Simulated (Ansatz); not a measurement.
All numbers below come from DFT PBE, scalar-relativistic, plane waves, PAW (Ansatz). All cells share a 420 eV cutoff and Γ-centred k meshes spaced at most about 0.3 Å⁻¹ (about 0.25 or finer for metals, 2π included). Collinear spin in cells that started with moments and kept them past the coarse steps, no spin elsewhere.

These are static total energies at zero pressure.

Two relaxed structures of Cd4InO:

A. (site moments O 0.4 μB)

```yaml
crystal:
  lattice:
    - [5.13692, 0.00000, 0.00000]
    - [-2.56846, 4.44870, 0.00000]
    - [0.00000, 0.00000, 5.70313]
  atoms:
    - { symbol: Cd, position: [0.33333, 0.66667, 0.00000] }
    - { symbol: Cd, position: [0.66667, 0.33333, 0.00000] }
    - { symbol: Cd, position: [0.33333, 0.66667, 0.50000] }
    - { symbol: Cd, position: [0.66667, 0.33333, 0.50000] }
    - { symbol: In, position: [0.00000, 0.00000, 0.50000] }
    - { symbol: O, position: [0.00000, 0.00000, 0.00000] }
```

B. (no spin)

```yaml
crystal:
  lattice:
    - [5.33194, 0.00000, 0.00000]
    - [-2.66597, 4.61760, 0.00000]
    - [0.00000, 0.00000, 5.44545]
  atoms:
    - { symbol: Cd, position: [0.33333, 0.66667, 0.75531] }
    - { symbol: Cd, position: [0.33333, 0.66667, 0.24469] }
    - { symbol: Cd, position: [0.66667, 0.33333, 0.75531] }
    - { symbol: Cd, position: [0.66667, 0.33333, 0.24469] }
    - { symbol: In, position: [0.00000, 0.00000, 0.50000] }
    - { symbol: O, position: [0.00000, 0.00000, 0.00000] }
```

Question: Which form is favoured at zero pressure, and by what margin per atom?

Answer: A is lower, by 77 meV/atom. A has space group P6/mmm (No. 191), 21.7 Å³/atom and no gap on its mesh; B has space group P6/mmm (No. 191), 22.3 Å³/atom and no gap. Counting Cd or In atoms around O (for each partner element, those within 1.25 times its shortest distance or 1.15 times the sum of covalent radii, where it is the nearest in units of that sum or under 1.3; the shortest distance is added where it is long for a bond), A has O 2 from 2.9 Å and B has O 2 from 2.7 Å. Their magnetic states differ too, which can make part of the margin. Even the lower one lies +0.09 eV/atom against the reference forms of the elements (uncorrected), a margin that errors in the energy of the gaseous reference can exceed. In A, Cd on its first site is surrounded by 5 Cd at 2.85–2.97 Å and 3 O at 2.97 Å; around In lie 2 O at 2.85 Å and 6 Cd at 2.97 Å; around O lie 2 In at 2.85 Å and 6 Cd at 2.97 Å; 1 more site not described. In B, around Cd lie 2 Cd at 2.66–2.78 Å, 3 Cd at 3.08 Å, 3 O at 3.35 Å and 3 In at 3.38 Å; around In lie 2 O at 2.72 Å and 12 Cd at 3.38 Å; around O lie 2 In at 2.72 Å and 12 Cd at 3.35 Å. Both come from invented guesses. A third cell relaxed alike, in P4/mmm, lies 225 meV/atom below the lower of the two.

Another magnetic order may lie lower. Cells relaxed within their symmetry can be saddle points.
